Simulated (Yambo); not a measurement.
A G0W0@PBEsol run in Yambo for LiF (rock salt, space group Fm-3m, No. 225) under isotropic strain of -1.5 % on all lattice vectors (8×8×8 Γ-centred k mesh, 65 bands and a 14 Ry block in the screening, 65 bands in G with the Bruneval-Gonze terminator, plasmon pole fitted at 27.2 eV) gives these matrix elements, in eV, at the band edges (Γ → Γ):

```csv
state,E0,<Vxc>,<Σx>,<Σc(E0)>,Z
valence edge,0.000,-22.899,-30.809,4.336,0.829
conduction edge,9.544,-12.221,-7.034,-3.243,0.889
```

Task: Solve the linearised quasiparticle equation for both states, give the gap, and say how exchange and correlation each act on it.

Result: E = E0 + Z(Σx + Σc − Vxc). Valence: 0.000 + 0.829 × (-30.809 + (4.336) − (-22.899)) = -2.96 eV. Conduction: 9.544 + 0.889 × (-7.034 + (-3.243) − (-12.221)) = 11.27 eV. The gap is 14.23 eV, against 9.54 eV in PBEsol. Replacing Vxc by bare exchange alone would open it by 13.10 eV; correlation takes back 7.58 eV of that, and Z scales what is left. Convergence of the G0W0 settings was not tested. 

Geometry strained from the cell relaxed with PBEsol, atoms relaxed again; primitive cell a = b = c = 2.787 Å, α = β = γ = 60.00°.
